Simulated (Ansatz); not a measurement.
TiGeO3:
```yaml
crystal:
  lattice:
    - [3.71553, 0.00000, 0.00000]
    - [0.00000, 3.71553, 0.00000]
    - [0.00000, 0.00000, 4.48409]
  atoms:
    - { symbol: Ti, position: [0.50000, 0.50000, 0.48101] }
    - { symbol: Ge, position: [0.00000, 0.00000, 0.08275] }
    - { symbol: O, position: [0.50000, 0.50000, 0.85989] }
    - { symbol: O, position: [0.50000, 0.00000, 0.34117] }
    - { symbol: O, position: [0.00000, 0.50000, 0.34117] }
```

Relaxed with PBEsol. Special points in fractions of this cell's reciprocal vectors: Γ (0.000, 0.000, 0.000); X (0.000, 0.500, 0.000); M (0.500, 0.500, 0.000); Z (0.000, 0.000, 0.500); R (0.000, 0.500, 0.500); A (0.500, 0.500, 0.500).

Q: List the band energies nearest the valence-band maximum at these points for the program Ansatz at the PBEsol level (PAW).

A: In eV from the valence-band maximum; about four levels below and three above (degenerate sets whole), none deeper than 8.9 eV; points with the same levels are listed once.

```csv
k,below,above
Γ,-3.01 -3.01 -2.41 -2.12 -2.12,1.55 3.27 4.13 4.13
X,-3.52 -2.49 -2.39 0.00,2.63 3.18 3.21
M,-3.29 -3.29 -2.41 -2.08 -1.58,2.19 3.14 3.17 3.17
Z,-2.89 -2.89 -2.00 -2.00 -1.39,1.57 1.73 4.20 4.20
R,-2.88 -1.99 -1.87 -0.78,2.40 3.31 4.17
A,-3.14 -1.78 -1.78 -1.57,2.92 2.92 3.20
```

Space group P4mm. The start of the workflow was typed in or built on a structure type; neither database checked (COD, Materials Project) lists it. Whether it is the stable phase at ambient conditions was not checked. The cell was relaxed with PBEsol under the symmetry of its start. At this level the phase is dynamically unstable (imaginary phonons). The workflow began spin-polarised and lost its moments. Spin–orbit coupling is left out wherever it is not named.

Potentials: the earlier of the program's two PAW sets. The files were generated under PBE; for other functionals the program regenerates the frozen cores, and for LDA and PBEsol the local potential too.
